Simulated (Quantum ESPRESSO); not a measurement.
**Band energies of SrAlGeH at -3 % isotropic strain**

```
SrAlGeH
1.0
    4.10531     0.00000     0.00000
   -2.05265     3.55530     0.00000
    0.00000     0.00000     4.67946
H Al Ge Sr
1 1 1 1
Cartesian
  0.00000   0.00000   0.42772
  0.00000   0.00000   2.17562
  2.05265   1.18510   2.63627
  0.00000   2.37020   0.04444
```

norm-conserving PBEsol (Quantum ESPRESSO, 78 Ry, no spin-orbit coupling); path ΓMKΓALHA,LM,KH; energies in eV from the valence-band maximum.

```csv
k (1/Å),point,band 10,band 11,band 12,band 13,band 14,band 15,band 16,band 17
0.00,Γ,-10.54,-4.71,-1.59,-0.89,-0.89,1.47,3.17,3.17
0.33,,-10.11,-4.99,-2.25,-1.46,-1.19,1.61,3.26,3.45
0.77,,-8.68,-6.61,-3.36,-1.71,-1.04,0.71,2.45,3.04
0.88,M,-8.51,-6.80,-3.40,-1.73,-1.00,0.65,2.48,3.01
1.14,,-8.38,-6.67,-3.64,-2.53,-0.92,0.95,2.44,3.49
1.39,K,-8.19,-6.56,-4.17,-2.72,-0.95,0.81,2.88,3.88
1.62,,-8.57,-6.34,-3.71,-2.68,-0.97,1.10,2.44,3.79
1.96,,-9.77,-5.29,-2.59,-1.88,-1.30,2.29,2.42,2.70
2.41,Γ,-10.54,-4.71,-1.59,-0.89,-0.89,1.47,3.17,3.17
2.75,,-10.17,-5.61,-0.81,-0.67,-0.67,1.88,2.20,2.20
3.09,A,-9.70,-6.45,-0.38,-0.38,0.00,1.74,1.74,2.02
3.18,,-9.68,-6.41,-0.76,-0.50,-0.11,1.79,1.89,2.33
3.48,,-9.39,-5.92,-3.05,-1.42,-1.10,1.62,3.04,3.26
3.87,,-8.71,-5.87,-4.45,-2.16,-1.81,1.43,3.65,4.87
3.97,L,-8.65,-5.94,-4.45,-2.19,-1.83,1.42,3.61,5.11
4.17,,-8.56,-6.04,-4.38,-2.65,-1.71,2.30,3.22,4.94
4.48,H,-8.32,-6.31,-4.23,-3.25,-1.46,2.39,4.24,5.38
4.57,,-8.37,-6.25,-4.25,-3.20,-1.49,2.48,4.08,5.18
4.85,,-8.89,-5.67,-4.23,-2.61,-1.55,2.84,3.56,4.00
5.22,,-9.54,-6.16,-2.12,-1.20,-0.62,1.89,2.64,2.85
5.50,A,-9.70,-6.45,-0.38,-0.38,0.00,1.74,1.74,2.02
5.50,L,-8.65,-5.94,-4.45,-2.19,-1.83,1.42,3.61,5.11
5.84,,-8.58,-6.47,-3.85,-1.98,-1.37,0.66,3.08,3.94
6.17,M,-8.51,-6.80,-3.40,-1.73,-1.00,0.65,2.48,3.01
6.17,K,-8.19,-6.56,-4.17,-2.72,-0.95,0.81,2.88,3.88
6.46,,-8.24,-6.48,-3.86,-3.43,-1.19,2.16,3.69,3.87
6.84,H,-8.32,-6.31,-4.23,-3.25,-1.46,2.39,4.24,5.38
```

The PBEsol gap is 0.53 eV; at least one edge lies off the plotted path, at a point of the SCF mesh. The smallest direct gap is 1.56 eV.

Spin-orbit splittings are left out.

Geometry strained from the cell relaxed with PBEsol, atoms relaxed again.

The structure is a Materials Project entry; no match was found in the copy of COD used, and its stability was not checked.
